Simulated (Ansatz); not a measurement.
## How the functional moves the response of ScHg (Pm-3m) (LDA, PBEsol)

```xyz
2
Lattice="3.4263 0.0000 0.0000 0.0000 3.4263 0.0000 0.0000 0.0000 3.4263" Properties=species:S:1:pos:R:3 pbc="T T T"
Sc    1.7131    1.7131    1.7131
Hg    0.0000    0.0000    0.0000
```

This cell (20.11 Å³ an atom) was relaxed by PAW under LDA, and each functional gets its own cell relaxed so. Quantity: elastic moduli (Hill averages, relaxed ions; θ_D from sound speeds over directions).

Runs: (1) LDA, all-electron LAPW in Ansatz 0.2.0, scalar-relativistic; k mesh 14×14×14, strains of ±0.005, Fermi-Dirac smearing of 0.100 eV, basis error target 0.5 meV/atom. (2) PBEsol, all-electron LAPW in Ansatz 0.2.0, scalar-relativistic; k mesh 12×12×12, strains of ±0.008, Fermi-Dirac smearing of 0.100 eV, basis error target 1 meV/atom.

Under LDA: B = 96.5 GPa, G = 33.3 GPa, C11 = 116 GPa, C44 = 56.8 GPa, ν = 0.345, θ_D = 217 K.

Q: Which way does PBEsol move the volume, and by how much?

A: a = 3.468 Å, 20.85 Å³ an atom: 3.7 % larger.

Q: What does PBEsol give for these quantities?

A: 

```tsv
quantity	LDA	PBEsol	change
B	96.5 GPa	87.3 GPa	-10 %
G	33.3 GPa	34.5 GPa	+4 %
C11	116 GPa	111 GPa	-5 %
C44	56.8 GPa	54.4 GPa	-4 %
ν	0.345	0.325	-6 %
θ_D	217 K	223 K	+3 %
```

Limits of these numbers: responses of metals move with mesh and smearing; no spin-orbit coupling on heavy atoms; the softest shear constant rests on one k mesh, and a soft shear can herald a distortion on cooling (LDA).
